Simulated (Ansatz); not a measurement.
Relaxing a structure of Ti$_{3}$Si

The start is a generated trial cell of Ti3Si in the AFLOW prototype A3B_hP8_194_h_c (D0_19, as in Ni3Sn). The cell and all atomic positions are relaxed at zero pressure with r2SCAN (plane waves to 500 eV, PAW, scalar-relativistic; Ansatz, a first-principles code). The first steps use a 6×6×7 k-mesh.

Input geometry:
```
CELL_PARAMETERS angstrom
      6.15326     0.00000     0.00000
     -3.07663     5.32888     0.00000
      0.00000     0.00000     4.93539
ATOMIC_POSITIONS crystal
  Ti 0.83920 0.67840 0.25000
  Ti 0.16080 0.83920 0.75000
  Ti 0.32160 0.16080 0.25000
  Ti 0.16080 0.32160 0.75000
  Ti 0.83920 0.16080 0.25000
  Ti 0.67840 0.83920 0.75000
  Si 0.33333 0.66667 0.25000
  Si 0.66667 0.33333 0.75000
```

| Property | Value |
|---|---|
| Initial pressure | -21.3 GPa (negative: the cell is under tension) |
| Outcome | The space group stays P6₃/mmc (No. 194) (the run could not lower it); the end is AFLOW prototype A3B_hP8_194_h_c (D0_19, as in Ni3Sn), with 8 atoms in the primitive cell |
| Energy released | 0.45 eV/atom |
| Volume change | -23.6 %, from 20.23 to 15.45 Å³/atom |
| Shortest distances (start → end) | The closest pairs of elements (up to four, under 3.6 Å), start → end: Ti–Ti 2.97 → 2.73 Å; Si–Ti 3.08 → 2.75 Å |
| Band gap at the end | zero (metallic) |
| Optimiser moves | 11 |

Final structure:

Space group P6₃/mmc (No. 194); a = b = 5.6299 Å, c = 4.5021 Å, α = β = 90.00°, γ = 120.00°

```csv
atom,site,symmetry,x,y,z
Ti,6h,mm2,0.3439,0.1719,0.2500
Si,2c,-6m2,0.3333,0.6667,0.2500
```

Final values are on a 10×10×10 k-mesh of the relaxed cell. No spin polarisation in the result.

The run could not lose the symmetry of its start.

The first start was generated by placing the elements on the sites of a structure type. Materials Project lists a structure of Ti3Si in the same space group, P6₃/mmc (No. 194); the sites were not compared with it, nor with measured phases.
